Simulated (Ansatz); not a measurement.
# Surface calculation: diamond C (111), 2 layers

The slab is cut from the diamond crystal, which needn't be the stable phase, as relaxed on PAW files (5.51 Å³/atom), with 16 Å of vacuum and a dipole correction:

```
C
1.0
     2.49731    0.00000    0.00000
    -1.24865    2.16273    0.00000
     0.00000    0.00000   16.50980
C
2
Direct
  0.83333 0.16667 0.48456
  0.16667 0.83333 0.51544
```

Computed with Ansatz 0.2.0; functional LDA, scalar-relativistic. Settings: a Γ-centred 14×14×1 k mesh, Fermi–Dirac smearing of 0.02 eV, no spin polarisation. Methods: LAPW: all electrons, basis error target 1 meV/atom; PAW: frozen-core files, cutoff 420 eV.

The bulk energy comes from a cell in the slab's orientation on a 14×14×5 mesh. The surface energy is (E(slab) − N·E(bulk))/2A at zero smearing, the mean of both faces; thin slabs carry quantum-size effects.

The PAW files were made under PBE. Real surfaces of this kind reconstruct, which a 1×1 cell forbids.

As cut, the LAPW slab lies 2.448 eV above 2 atoms of bulk. What surface energy is that?

Over two faces of 5.40 Å² it is 226.6 meV/Å², and times 16.02 J/m² per eV/Å² that gives γ = 3.630 J/m².

```tsv
method	γ as cut (J/m²)	γ relaxed (J/m²)
LAPW	3.630	?
```

Fill in "γ relaxed (J/m²)" for the row "LAPW".

0.194.

How do the spacings between the planes relax?

From the bottom face up: d12 -100.0 % of 0.510 Å.

Where do the band edges lie?

On the k mesh: gap 1.17 eV, valence top 5.26 eV below the vacuum level.

What changes if the vacuum is set to 22 Å?

LAPW then gives: gap 1.17 eV, valence top 5.26 eV below the vacuum level; PAW: gap 1.17 eV, valence top 5.26 eV below the vacuum level.
